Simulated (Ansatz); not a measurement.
AlNi in space group Fd-3m (No. 227; Ni on 8b, Al on 8a), PBE (plane waves, PAW; program Ansatz), all energies at zero smearing, with the estimated change up to a 700 eV cutoff added, with one set of potentials and settings (totals compare only within such a set). Cell of 4 atoms (2 Ni, 2 Al): -12755.808 eV.

```csv
element,reference phase,E (eV/atom)
Ni,"Fm-3m, 1 atoms in the cell, spin-polarised",-5839.7295
Al,"Fm-3m, 1 atoms in the cell",-537.5055
```

Formation energy per atom, worked out: (-12755.808 − 2×(-5839.7295) − 2×(-537.5055))/4 = -0.335 eV/atom (-32 kJ per mol of atoms), at 0 K, without zero-point energy or fitted corrections.

The start of the workflow was typed in or built on a structure type; neither database checked (COD, Materials Project) lists it. It is not the phase usual at ambient conditions (space group No. 221). The PBE relaxation kept the symmetry of its start; whether a distortion lowers the energy is not shown. The workflow began spin-polarised and lost its moments. The references are the lowest solids computed at this level, not always the standard phases.

Potentials: the earlier of the program's two PAW sets.
